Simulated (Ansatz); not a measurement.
Input, command and steps of an Ansatz relaxation.

```yaml
crystal:
  lattice:
    - [3.6276105508, -2.0938710364, 0.0]
    - [3.6276105508, 2.0938710364, 0.0]
    - [-2.391898507, 0.0, 6.7342422372]
  atoms:
    - { symbol: Ba, position: [0.738, 0.738, 0.231] }
    - { symbol: Ba, position: [0.262, 0.262, 0.769] }
    - { symbol: B, position: [0.0, 0.0, 0.0] }
basis:
  ecutwfc: 420
kpoints:
  mp_grid: { grid: [6, 6, 4] }
hamiltonian:
  xc: pbe
scf:
  occupations: { method: gaussian, width: 0.1 }
  lower_state_search: "off"
output:
  forces: true
  stress: true
  eigenvalues: true
relax:
  adjacent_minimum: "off"
  f_tol: 0.04
  max_steps: 70
  cell: { stress_tol: 0.4 }
```

```bash
ansatz run input.yaml --threads 1 --pin off --max-ram 2560MiB --backend cpu --events-out ev --progress --plain --runs-dir out
```

Level of theory: DFT PBE, scalar-relativistic, plane waves, PAW (Ansatz).

Of 7 frames 7 are shown, positions in Å and forces in eV/Å; the SCF threshold varies from step to step. Steps run on the plane waves of an earlier cell, with a Pulay correction in the pressure. The basis is chosen afresh for the last frame, the zero of the energies, and at times for earlier ones too; energy and pressure step there, also at an unchanged geometry. Here that happened at step 7 (-3 meV/atom, 0.1 GPa); the frames before carry an error of that size.

```xyz
3
Lattice="3.6276 -2.0939 0.0000 3.6276 2.0939 0.0000 -2.3919 0.0000 6.7342" Properties=species:S:1:pos:R:3:forces:R:3 pbc="T T T" step=1 free_energy_over_end_meV_per_atom=98.65 pressure_GPa=4.09
Ba    4.8018    0.0000    1.5556    0.0166    0.0000    0.3974
Ba    0.0615    0.0000    5.1786   -0.0166    0.0000   -0.3974
B     0.0000    0.0000    0.0000    0.0000    0.0000    0.0000
3
Lattice="3.7838 -2.1966 -0.0036 3.7838 2.1966 -0.0036 -2.5015 0.0000 6.9580" Properties=species:S:1:pos:R:3:forces:R:3 pbc="T T T" step=2 free_energy_over_end_meV_per_atom=43.52 pressure_GPa=0.05
Ba    5.0084    0.0000    1.7326    0.0282    0.0000   -0.3516
Ba    0.0577    0.0000    5.2183   -0.0282    0.0000    0.3516
B     0.0000    0.0000    0.0000    0.0000    0.0000    0.0000
3
Lattice="3.8499 -2.2441 -0.0080 3.8499 2.2441 -0.0080 -2.5533 0.0000 7.2438" Properties=species:S:1:pos:R:3:forces:R:3 pbc="T T T" step=3 free_energy_over_end_meV_per_atom=17.45 pressure_GPa=0.03
Ba    5.1047    0.0000    1.5894   -0.0166    0.0000   -0.1310
Ba    0.0418    0.0000    5.6385    0.0166    0.0000    0.1310
B     0.0000    0.0000    0.0000    0.0000    0.0000    0.0000
3
Lattice="3.9204 -2.3188 -0.0092 3.9204 2.3188 -0.0092 -2.6021 0.0000 7.2719" Properties=species:S:1:pos:R:3:forces:R:3 pbc="T T T" step=4 free_energy_over_end_meV_per_atom=8.19 pressure_GPa=0.18
Ba    5.1746    0.0000    1.4247    0.0479    0.0000    0.1485
Ba    0.0640    0.0000    5.8287   -0.0479    0.0000   -0.1485
B     0.0000    0.0000    0.0000    0.0000    0.0000    0.0000
3
Lattice="3.9117 -2.2902 -0.0078 3.9117 2.2902 -0.0078 -2.5937 0.0000 7.2376" Properties=species:S:1:pos:R:3:forces:R:3 pbc="T T T" step=5 free_energy_over_end_meV_per_atom=6.56 pressure_GPa=-0.02
Ba    5.1839    0.0000    1.4932    0.0046    0.0000   -0.0734
Ba    0.0457    0.0000    5.7288   -0.0046    0.0000    0.0734
B     0.0000    0.0000    0.0000    0.0000    0.0000    0.0000
3
Lattice="4.0042 -2.2928 -0.0043 4.0042 2.2928 -0.0043 -2.6482 0.0000 7.0135" Properties=species:S:1:pos:R:3:forces:R:3 pbc="T T T" step=6 free_energy_over_end_meV_per_atom=2.62 pressure_GPa=0.01
Ba    5.3508    0.0000    1.4396   -0.0027    0.0000    0.0235
Ba    0.0094    0.0000    5.5652    0.0027    0.0000   -0.0235
B     0.0000    0.0000    0.0000    0.0000    0.0000    0.0000
3
Lattice="4.0042 -2.2928 -0.0043 4.0042 2.2928 -0.0043 -2.6482 0.0000 7.0135" Properties=species:S:1:pos:R:3:forces:R:3 pbc="T T T" step=7 free_energy_over_end_meV_per_atom=0.00 pressure_GPa=0.08
Ba    5.3508    0.0000    1.4396   -0.0027    0.0000    0.0220
Ba    0.0094    0.0000    5.5652    0.0027    0.0000   -0.0220
B     0.0000    0.0000    0.0000    0.0000    0.0000    0.0000
```

The start puts this composition into another compound's structure type, which needn't suit it. At the end the space group is R-3m (tolerance 0.05 Å).

The run took 21 s on 1 thread of Intel(R) Xeon(R) 6975P-C (Granite Rapids) (shared host), peak memory 0.45 GiB.

The k mesh is coarse.